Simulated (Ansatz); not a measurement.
Li₂HfN₂:
```
Li2HfN2
1.0
    3.24405     0.00000     0.00000
   -1.62203     2.80943     0.00000
    0.00000     0.00000     5.42318
Li Hf N
2 1 2
Direct
  0.66667   0.33333   0.38340
  0.33333   0.66667   0.61660
  0.00000   0.00000   0.00000
  0.66667   0.33333   0.77843
  0.33333   0.66667   0.22157
```

Relaxed with r²SCAN. Special points in fractions of this cell's reciprocal vectors: Γ (0.000, 0.000, 0.000); M (0.500, 0.000, 0.000); K (0.333, 0.333, 0.000); A (0.000, 0.000, 0.500); L (0.500, 0.000, 0.500); H (0.333, 0.333, 0.500).

**Question.** List the band energies nearest the valence-band maximum at these points for plane-wave PAW r²SCAN (Ansatz code).

**Answer.** In eV from the valence-band maximum; about four levels below and three above (degenerate sets whole), none deeper than 8.9 eV; points with the same levels are listed once.

| k | below | above |
|---|---|---|
| Γ | -2.92 -2.92 -0.39 0.00 0.00 | 3.88 3.88 4.40 |
| M | -2.73 -2.61 -1.46 -1.25 | 2.41 6.22 6.60 |
| K | -3.45 -3.45 -2.28 -2.28 -1.44 | 3.87 5.50 5.50 |
| A | -2.85 -2.85 -2.03 -0.20 -0.20 | 3.79 3.79 4.84 |
| L | -2.88 -2.76 -0.92 -0.85 | 2.27 5.16 6.42 |
| H | -3.46 -2.46 -2.10 -2.10 | 4.61 5.06 5.06 |

Space group P-3m1. The first step of the workflow began from a Materials Project structure, measured or hypothetical; the Crystallography Open Database copy checked does not list it. Whether it is the stable phase at ambient conditions was not checked. The r²SCAN relaxation kept the symmetry of its start; its stability against distortions is not shown here. No spin polarisation was allowed. Spin–orbit coupling is left out wherever it is not named.

Potentials: the later of the program's two PAW sets.
